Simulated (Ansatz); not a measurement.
NbIr3:
```xyz
4
Lattice="3.8814 0.0000 0.0000 0.0000 3.8814 0.0000 0.0000 0.0000 3.8814" Properties=species:S:1:pos:R:3 pbc="T T T"
Nb     0.0000     0.0000     0.0000
Ir     0.0000     1.9407     1.9407
Ir     1.9407     0.0000     1.9407
Ir     1.9407     1.9407     0.0000
```

Relaxed with PBEsol. Special points in fractions of this cell's reciprocal vectors: Γ (0.000, 0.000, 0.000); X (0.000, 0.500, 0.000); M (0.500, 0.500, 0.000); R (0.500, 0.500, 0.500).

Task: List the band energies nearest the Fermi level at these points for PBEsol with spin–orbit coupling (plane waves, PAW; program Ansatz).

Result: In eV from the Fermi level; about four levels below and three above (degenerate sets whole), none deeper than 8.9 eV; points with the same levels are listed once.

```tsv
k	below	above
Γ	-0.40 -0.40 -0.40 -0.40	0.97 0.97 1.29 1.29
X	-1.58 -1.58 -1.38 -1.38	0.11 0.11 0.17 0.17
M	-1.12 -1.12 -1.00 -1.00	0.77 0.77 0.92 0.92
R	-0.10 -0.10 -0.10 -0.10	0.62 0.62 0.81 0.81
```

Space group Pm-3m (Cu3Au type). The workflow started from an entry of the Crystallography Open Database (COD). Its standing as an ambient phase is unchecked. The cell was relaxed with PBEsol under the symmetry of its start; whether a distortion lowers the energy is not shown. No spin polarisation was allowed.

Potentials: the later of the program's two PAW sets.
